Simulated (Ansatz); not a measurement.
**ScGa2 squeezed and stretched**

A database entry relaxed whole under r2SCAN (Imma):

```
Sc Ga
1.0
    -2.04792    3.29924    3.93328
     2.04792   -3.29924    3.93328
     2.04792    3.29924   -3.93328
Sc Ga
2 4
Direct
  0.80945 0.55945 0.25000
  0.19055 0.44055 0.75000
  0.20498 0.15886 0.04613
  0.61273 0.15886 0.45387
  0.79502 0.84114 0.95387
  0.38727 0.84114 0.54613
```

The cell was scaled uniformly, its shape held, and the atoms relaxed at each volume with plane-wave PAW DFT (Ansatz 0.2.0; r2SCAN, 500 eV, 8×8×8 Γ-centred mesh, fermi-dirac occupations of width 0.100 eV; no spin, no spin-orbit coupling). One row is withheld.

| volume (Å³/atom) | energy over the lowest (meV/atom) | pressure (GPa) |
| --- | --- | --- |
| 16.654 | 19.4 | 6.35 |
| 17.008 | ? | ? |
| 17.363 | 1.9 | 1.87 |
| 17.717 | 0.0 | -0.02 |
| 18.071 | 2.1 | -1.73 |
| 18.426 | 7.8 | -3.26 |
| 18.780 | 16.7 | -4.63 |

Task: Fit the pressures of the other rows to the third-order Birch-Murnaghan form.

Result: With f = [(V₀/V)^(2/3) − 1]/2 and P = 3B₀f(1 + 2f)^(5/2)[1 + 3(B₀′ − 4)f/2], least squares gives V₀ = 17.71 Å³ an atom, B₀ = 90 GPa and B₀′ = 4.4; the rows miss the fit by less than 0.01 GPa. The slope of the energies differs from these pressures by 0.08 GPa, since they are taken to zero smearing while pressures follow the free energy.

Task: What does the withheld row hold?

Result: The fit gives 3.99 GPa at 17.008 Å³; the run gave 3.99 GPa and 8.2 meV an atom.

Caveats: the shape of the cell was held, so B₀ is an upper bound where the axes differ in stiffness; 0 K, fixed nuclei; the symmetry was kept, and this need not be the phase that is stable at 0 K; one mesh for all volumes; pressure is positive in compression.
